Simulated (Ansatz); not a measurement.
Space group P-4m2 (No. 115). a = 4.242 Å, b = 4.242 Å, c = 11.961 Å, α = 90.00°, β = 90.00°, γ = 90.00°
```tsv
atom	site	symmetry	x	y	z
Cd	2g	2mm.	0.5000	0.0000	0.6216
Cd	2g	2mm.	0.0000	0.5000	0.8656
Se	1a	-4m2	0.0000	0.0000	0.0000
S	2f	2mm.	0.5000	0.5000	0.2566
S	1d	-4m2	0.0000	0.0000	0.5000
```

Equation of state of this Cd₄SeS₃ structure (not necessarily the ground state), with shape and atoms relaxed at each volume where symmetry leaves them free. The calculation used DFT PBE, scalar-relativistic, plane waves, PAW (Ansatz 0.2.0).

Cutoff 420 eV; k points 6×6×4 on the computed 8-atom cell (Γ-centred); Gaussian smearing, width 0.02 eV; no spin polarisation.

```json
{"V (Å³/atom)": "23.675", "E − E(largest V) (meV/atom)": "43.02", "P (GPa)": "8.78", "gap on mesh (eV)": "1.11"}
{"V (Å³/atom)": "24.482", "E − E(largest V) (meV/atom)": "5.98", "P (GPa)": "6.00", "gap on mesh (eV)": "1.04"}
{"V (Å³/atom)": "25.289", "E − E(largest V) (meV/atom)": "-18.20", "P (GPa)": "3.66", "gap on mesh (eV)": "0.98"}
{"V (Å³/atom)": "26.096", "E − E(largest V) (meV/atom)": "-31.52", "P (GPa)": "1.68", "gap on mesh (eV)": "0.91"}
{"V (Å³/atom)": "26.903", "E − E(largest V) (meV/atom)": "-35.68", "P (GPa)": "0.01", "gap on mesh (eV)": "0.84"}
{"V (Å³/atom)": "27.710", "E − E(largest V) (meV/atom)": "-32.09", "P (GPa)": "-1.40", "gap on mesh (eV)": "0.78"}
{"V (Å³/atom)": "28.517", "E − E(largest V) (meV/atom)": "-21.96", "P (GPa)": "-2.59", "gap on mesh (eV)": "0.71"}
{"V (Å³/atom)": "29.593", "E − E(largest V) (meV/atom)": "0.00", "P (GPa)": "-3.90", "gap on mesh (eV)": "0.63"}
```

**Question.** Fit a third-order Birch–Murnaghan equation, E = E0 + (9V0B0/16)·[(x − 1)³B0' + (x − 1)²(6 − 4x)] with x = (V0/V)^(2/3), to E(V).

**Answer.** V0 = 26.91 Å³/atom, B0 = 51 GPa, B0' = 4.6.

The cell was found from a structure generator's guess, not taken from experiment.
